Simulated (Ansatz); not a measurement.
## Structure relaxation, TiC

The start is a generated cell, TiC built in the AFLOW prototype AB_tI8_141_a_b ("40", as in NbP). The cell and all atomic positions are relaxed at zero pressure with PBE (plane waves to 420 eV, PAW, scalar-relativistic; Ansatz, a first-principles code). The first steps use a coarse 11×11×11 k-mesh.

Input geometry:
```
CELL_PARAMETERS angstrom
     -1.45099     1.45099     4.96610
      1.45099    -1.45099     4.96610
      1.45099     1.45099    -4.96610
ATOMIC_POSITIONS crystal
  Ti 0.75000 0.25000 0.50000
  Ti 0.00000 0.00000 0.00000
  C  0.50000 0.50000 0.00000
  C  0.25000 0.75000 0.50000
```

| Property | Result |
|---|---|
| Initial pressure | +21 GPa (positive: the cell is compressed) |
| Outcome | The space group stays I4₁/amd (No. 141) (the run could not lower it); the end is AFLOW prototype AB_tI8_141_a_b ("40", as in NbP), with 4 atoms in the primitive cell |
| Energy released | 0.06 eV/atom |
| Volume change | +11.9 %, from 10.46 to 11.70 Å³/atom |
| Shortest distances (start → end) | The closest pairs of elements (up to four, under 3.6 Å), start → end: C–Ti 2.05 → 2.10 Å; Ti–Ti 2.88 → 2.97 Å; C–C 2.88 → 2.97 Å |
| Band gap at the end | zero (metallic) |
| Optimiser moves | 10 |

Final structure:

Space group I4₁/amd, origin choice 1 (No. 141); a = b = 2.973 Å, c = 10.593 Å, α = β = γ = 90.00°

```tsv
atom	site	symmetry	x	y	z
Ti	4a	-4m2	0.0000	0.0000	0.0000
C	4b	-4m2	0.0000	0.0000	0.5000
```
(The calculation used a cell of 4 atoms; values per cell refer to that cell.)

Final values are on a 22×22×22 k-mesh of the relaxed cell. No spin polarisation in the result.

The run could not lose the symmetry of its start, so the end can be a saddle point.

All atoms sit on sites fixed by symmetry, so only the cell could relax.

The relaxed structure here is a generated cell of TiC: the first start was made by placing the elements on the sites of a structure type, and the end was not matched to a known phase here, so it may be hypothetical. Known forms of TiC include space group No. 225.
